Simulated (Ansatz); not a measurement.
# Relaxing a structure of Pd

The start is a generated trial cell of Pd in the diamond structure type. Cell shape, volume and atoms are optimised at zero target pressure with PBEsol (plane waves to 420 eV, PAW, scalar-relativistic; Ansatz, a first-principles code). The first steps use a coarse 11×11×11 k-mesh.

Starting cell:
```yaml
crystal:
  lattice:
    - [0.00000, 2.66293, 2.66293]
    - [2.66293, 0.00000, 2.66293]
    - [2.66293, 2.66293, 0.00000]
  atoms:
    - { symbol: Pd, position: [0.25000, 0.25000, 0.25000] }
    - { symbol: Pd, position: [0.00000, 0.00000, 0.00000] }
```

Question: What pressure does the first self-consistent step give?

Answer: +27.7 GPa (positive: the cell is compressed).

Question: How much energy is released per atom?

Answer: 0.28 eV/atom.

Question: How does the volume per atom move from start to end?

Answer: +21.6 %, from 18.88 to 22.97 Å³/atom.

Question: How do the shortest distances between atoms change?

Answer: The closest pairs of elements (up to four, under 3.6 Å), start → end: Pd–Pd 2.31 → 2.46 Å.

Question: Write out the relaxed structure.

Answer: 
Space group Fd-3m, origin choice 1 (No. 227); a = 5.6853 Å, b = 5.6853 Å, c = 5.6853 Å, α = 90.00°, β = 90.00°, γ = 90.00°

| atom | site | symmetry | x | y | z |
|---|---|---|---|---|---|
| Pd | 8a | -43m | 0.0000 | 0.0000 | 0.0000 |
(The calculation used a cell of 2 atoms; values per cell refer to that cell.)

The space group stays Fd-3m (No. 227) (the run could not lower it); the end is diamond type, with 2 atoms in the primitive cell. Final values are on a 14×14×14 k-mesh of the relaxed cell. No spin polarisation in the result. A magnetic state may lie lower.

The run could not lower the symmetry of its start; a shaken copy of this end point relaxes with PBEsol to Fm-3m (No. 225), 1.36 eV/atom lower.

The relaxed structure here is a generated cell of Pd: the first start was made by placing the elements on the sites of a structure type, and the end was not matched to a known phase here, so it may be hypothetical. Known forms of Pd include space group No. 225.
